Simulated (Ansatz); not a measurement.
Relaxed candidate structures of NiS2:

A. Pa-3 (No. 205), cP12; a = b = c = 5.5188 Å, α = β = γ = 90.00°; Ni 4a (0.000, 0.000, 0.000); S 8c (0.390, 0.390, 0.390); non-magnetic

B. Fm-3m (No. 225), cF12; a = 5.607 Å, b = 5.607 Å, c = 5.607 Å, α = 90.00°, β = 90.00°, γ = 90.00°; Ni 4a (0.000, 0.000, 0.000); S 8c (0.250, 0.250, 0.250); ferromagnetic

Q: Put the candidates in order of energy per atom, lowest first, for PBEsol (plane waves to 420 eV, PAW, scalar-relativistic; Ansatz, an electronic-structure program).

A: A (reference, the lowest among the structures calculated here), B (+0.45 eV/atom)

Each run could gain symmetry but not lose that of its start, so entries can be saddle points. From databases, or of a type measured for this composition: Pa-3, cP12, non-magnetic; the others are generated cells (placed on structure types, drawn at random, substituted or restacked) that were not matched to a known phase here. Each structure is listed in the lowest spin state found for it. Static energies at zero pressure. Spin states reached: non-magnetic, ferromagnetic; non-magnetic ones ran without spin or lost their moments; spin orders were not searched systematically.
